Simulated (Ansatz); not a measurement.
PtOSe as a Janus 1T monolayer was relaxed with 5 functionals in the PAW code Ansatz, cell and atoms free, the symmetry of the start kept (meshes: PBE 12×12×1, r2SCAN 12×12×1, PBEsol 12×12×1, LDA 12×12×1, HSE06 6×6×1). The structure was generated, not taken from experiment, and needn't be the ground state; spin polarisation is off.

The HSE06 result:
```
CELL_PARAMETERS angstrom
3.41352 0.00000 0.00000
-1.70676 2.95620 0.00000
0.00000 0.00000 29.29638
ATOMIC_POSITIONS crystal
Pt 0.00000 0.00000 0.31182
O 0.33333 0.66667 0.34296
Se 0.66667 0.33333 0.26684
```
The sheet repeats along a and b alone.

In-plane lattice: a = 3.414 Å, b = 3.414 Å, γ = 120.0°; thickness between the outer nuclei 2.23 Å. Around Pt lie 3 O at 2.17 Å and 3 Se at 2.37 Å; around O lie 3 Pt at 2.17 Å; around Se lie 3 Pt at 2.37 Å.

(1) How does the cell change with LDA?

(2) What lattice does PBE give?

(3) Held at the r2SCAN cell, what mean stress do LDA and PBE find, and does its sign point to their own minimum?

Answers

(1) a = 3.408 Å; the area differs by -0.3 % from HSE06's. Around Pt lie 3 O at 2.17 Å and 3 Se at 2.36 Å; around O lie 3 Pt at 2.17 Å; around Se lie 3 Pt at 2.36 Å.

(2) a = 3.481 Å; the area differs by +4.0 % from HSE06's. Around Pt lie 3 O at 2.22 Å and 3 Se at 2.40 Å; around O lie 3 Pt at 2.22 Å; around Se lie 3 Pt at 2.40 Å.

(3) Yes. LDA -2.62 N/m, and its relaxed area is -1.7 % from r2SCAN's; PBE +2.26 N/m, and its relaxed area is +2.5 % from r2SCAN's. Compression counts positive, so a positive stress asks for a larger cell.
